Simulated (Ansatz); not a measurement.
Ge:
Space group I4₁/amd, origin choice 1 (No. 141); a = b = 5.0698 Å, c = 2.7841 Å, α = β = γ = 90.00°

```tsv
atom	site	symmetry	x	y	z
Ge	4b	-4m2	0.0000	0.0000	0.5000
```
(The calculation used a cell of 2 atoms; values per cell refer to that cell.)

Relaxed at zero pressure with DFT-LDA in the program Ansatz with PAW potentials.

### Question
The volume is lowered by 9 % and shape and atoms relax at that volume. What pressure results, and how do the axes share the change?

### Answer
10.0 GPa; a -2.9 %, b -2.9 %, c -3.4 %; the energy rises by 46 meV/atom.

### Question
Give the new structure.

### Answer

Space group I4₁/amd, origin choice 1 (No. 141); a = b = 4.921 Å, c = 2.690 Å, α = β = γ = 90.00°

```
atom  site  symmetry       x       y       z
----  ----  --------  ------  ------  ------
Ge      4b      -4m2  0.0000  0.0000  0.5000
```

The phase is kept; no other phase was compared at this pressure.

Space group I4_1/amd (β-Sn type). This is a known high-pressure phase of the composition, computed here at zero pressure and temperature. The LDA relaxation kept the symmetry of its start; of distortions, only those at the zone centre were tested.

Potentials: the earlier of the program's two PAW sets.
